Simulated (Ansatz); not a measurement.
VSi (CsCl type, space group No. 221), plane-wave PAW PBE (Ansatz code), all energies at zero smearing, with the estimated change up to a 700 eV cutoff added, with one set of potentials and settings (totals compare only within such a set). Cell of 4 atoms (2 V, 2 Si): -7097.051 eV.

```tsv
element	reference phase	E (eV/atom)
V	Im-3m, 1 atoms in the cell	-2912.4140
Si	Fd-3m, 2 atoms in the cell	-635.8096
```

Formation energy per atom, worked out: (-7097.051 − 2×(-2912.4140) − 2×(-635.8096))/4 = -0.151 eV/atom (-15 kJ per mol of atoms), at 0 K, without zero-point energy or fitted corrections.

Space group Pm-3m (CsCl type). The cell is a constructed one: a structure type filled with these elements; neither database checked (COD, Materials Project) lists it. Its standing as an ambient phase is unchecked. Symmetry was held in the PBE relaxation, as lowered by the spin order; whether a distortion lowers the energy is not shown. Magnetic state: antiferromagnetic, chosen from 3 collinear starts compared on coarse meshes (ties went to the first, and starts can fall back to one state), not a proven ground state. The references are the lowest solids computed at this level, not always the standard phases.

Potentials: the later of the program's two PAW sets.
